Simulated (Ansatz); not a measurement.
The start is a generated cell, TiC built in the MnP structure type. The cell and all atomic positions are relaxed at zero pressure with PBE (plane waves to 420 eV, PAW, scalar-relativistic; Ansatz, a program for electronic structure). The first steps use a coarse 5×7×4 k-mesh.

Initial structure:
```
CELL_PARAMETERS angstrom
      5.23292     0.00000     0.00000
      0.00000     3.17493     0.00000
      0.00000     0.00000     5.89342
ATOMIC_POSITIONS crystal
  Ti 0.50560 0.25000 0.69520
  Ti 0.00560 0.25000 0.80480
  Ti 0.49440 0.75000 0.30480
  Ti 0.99440 0.75000 0.19520
  C  0.68790 0.25000 0.06960
  C  0.18790 0.25000 0.43040
  C  0.31210 0.75000 0.93040
  C  0.81210 0.75000 0.56960
```

**Question.** Which atoms feel the largest initial force, and how large is it?

**Answer.** About 2.7 eV/Å, on Ti1, Ti2, Ti3, Ti4 (atoms numbered as listed).

**Question.** Does the structure survive the relaxation? Give the final space group.

**Answer.** The space group goes from Pnma (No. 62) to P6₃/mmc (No. 194); the end is NiAs type, with 4 atoms in the primitive cell.

**Question.** By how much does the energy per atom fall from start to end?

**Answer.** 0.69 eV/atom.

**Question.** How do the shortest distances between atoms change?

**Answer.** The closest pairs of elements (up to four, under 3.6 Å), start → end: C–Ti 2.28 → 2.21 Å; C–C 2.66 → 3.04 Å; Ti–Ti 2.70 → 2.69 Å.

**Question.** Is the relaxed structure metallic? Give its gap.

**Answer.** Zero (metallic).

**Question.** What does it relax into? Give the structure.

**Answer.** 
Space group P6₃/mmc (No. 194); a = b = 3.041 Å, c = 5.381 Å, α = β = 90.00°, γ = 120.00°

| atom | site | symmetry | x | y | z |
|---|---|---|---|---|---|
| Ti | 2a | -3m. | 0.0000 | 0.0000 | 0.0000 |
| C | 2d | -6m2 | 0.6667 | 0.3333 | 0.2500 |

Final values are on a 18×18×9 k-mesh of the relaxed cell. No spin polarisation in the result.

The run could not lose the symmetry of its start: the end is stationary, and may be a saddle point rather than a minimum.

The relaxed structure here is a generated cell of TiC: the first start was made by placing the elements on the sites of a structure type, and the end was not matched to a known phase here, so it may be hypothetical. Known forms of TiC include space group No. 225.
